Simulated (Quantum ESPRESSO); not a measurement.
**Band energies of Rb₂PtF₆**

```
CELL_PARAMETERS angstrom
      5.92502     0.00000     0.00000
     -2.96251     5.13122     0.00000
      0.00000     0.00000     4.76580
ATOMIC_POSITIONS crystal
  F  0.83977 0.16023 0.77722
  F  0.16023 0.83977 0.22278
  F  0.83977 0.67954 0.77722
  F  0.16023 0.32046 0.22278
  F  0.32046 0.16023 0.77722
  F  0.67954 0.83977 0.22278
  Rb 0.33333 0.66667 0.71098
  Rb 0.66667 0.33333 0.28902
  Pt 0.00000 0.00000 0.00000
```

PBEsol (pw.x of Quantum ESPRESSO, ONCV potentials, scalar-relativistic); path ΓMKΓALHA,LM,KH; energies in eV from the valence-band maximum.

| k (1/Å) | point | band 35 | band 36 | band 37 | band 38 | band 39 | band 40 | band 41 | band 42 |
|---|---|---|---|---|---|---|---|---|---|
| 0.00 | Γ | -2.07 | -2.02 | -0.29 | -0.15 | -0.15 | 2.84 | 2.84 | 5.29 |
| 0.20 |  | -2.08 | -2.05 | -0.28 | -0.15 | -0.11 | 2.76 | 2.84 | 5.60 |
| 0.41 |  | -2.16 | -2.08 | -0.27 | -0.15 | -0.04 | 2.61 | 2.84 | 6.38 |
| 0.61 | M | -2.22 | -2.09 | -0.28 | -0.14 | -0.01 | 2.53 | 2.84 | 7.13 |
| 0.61 | K | -2.19 | -2.18 | -0.23 | -0.08 | -0.08 | 2.66 | 2.66 | 7.35 |
| 0.97 |  | -2.11 | -2.10 | -0.26 | -0.15 | -0.07 | 2.67 | 2.81 | 6.15 |
| 1.14 |  | -2.08 | -2.04 | -0.28 | -0.15 | -0.12 | 2.78 | 2.84 | 5.53 |
| 1.32 | Γ | -2.07 | -2.02 | -0.29 | -0.15 | -0.15 | 2.84 | 2.84 | 5.29 |
| 1.54 |  | -2.05 | -2.04 | -0.25 | -0.17 | -0.17 | 2.83 | 2.83 | 5.64 |
| 1.98 | A | -2.05 | -2.05 | -0.24 | -0.24 | -0.16 | 2.78 | 2.78 | 7.28 |
| 2.18 |  | -2.08 | -2.04 | -0.26 | -0.20 | -0.12 | 2.72 | 2.78 | 7.35 |
| 2.39 |  | -2.17 | -2.04 | -0.30 | -0.14 | -0.04 | 2.61 | 2.79 | 7.59 |
| 2.59 | L | -2.21 | -2.03 | -0.33 | -0.11 | 0.00 | 2.55 | 2.79 | 7.76 |
| 2.94 | H | -2.11 | -2.11 | -0.20 | -0.20 | 0.00 | 2.66 | 2.66 | 8.01 |
| 3.09 |  | -2.14 | -2.08 | -0.25 | -0.17 | 0.00 | 2.62 | 2.72 | 7.88 |
| 3.23 |  | -2.14 | -2.05 | -0.27 | -0.17 | -0.03 | 2.63 | 2.76 | 7.64 |
| 3.37 |  | -2.11 | -2.04 | -0.26 | -0.19 | -0.08 | 2.68 | 2.78 | 7.43 |
| 3.65 | A | -2.05 | -2.05 | -0.24 | -0.24 | -0.16 | 2.78 | 2.78 | 7.28 |
| 3.65 | L | -2.21 | -2.03 | -0.33 | -0.11 | 0.00 | 2.55 | 2.79 | 7.76 |
| 3.82 |  | -2.20 | -2.01 | -0.31 | -0.10 | -0.03 | 2.55 | 2.80 | 7.61 |
| 3.98 |  | -2.19 | -2.03 | -0.27 | -0.09 | -0.06 | 2.54 | 2.81 | 7.36 |
| 4.31 | M | -2.22 | -2.09 | -0.28 | -0.14 | -0.01 | 2.53 | 2.84 | 7.13 |
| 4.31 | K | -2.19 | -2.18 | -0.23 | -0.08 | -0.08 | 2.66 | 2.66 | 7.35 |
| 4.48 |  | -2.16 | -2.16 | -0.19 | -0.10 | -0.10 | 2.66 | 2.66 | 7.41 |
| 4.64 |  | -2.11 | -2.11 | -0.14 | -0.14 | -0.11 | 2.66 | 2.66 | 7.59 |
| 4.97 | H | -2.11 | -2.11 | -0.20 | -0.20 | 0.00 | 2.66 | 2.66 | 8.01 |

The PBEsol gap is 2.53 eV and nearly direct: the edges lie at H and M, the smallest direct gap within 0.02 eV of it. Another valence and conduction extremum on the path lies within 0.02 eV, too close to call.

Spin-orbit coupling is left out, which matters for elements this heavy: edges can move by tenths of an eV.

Geometry of the Materials Project entry, not relaxed at this level.

The structure is a Materials Project entry; no match was found in the copy of COD used, and its stability was not checked.
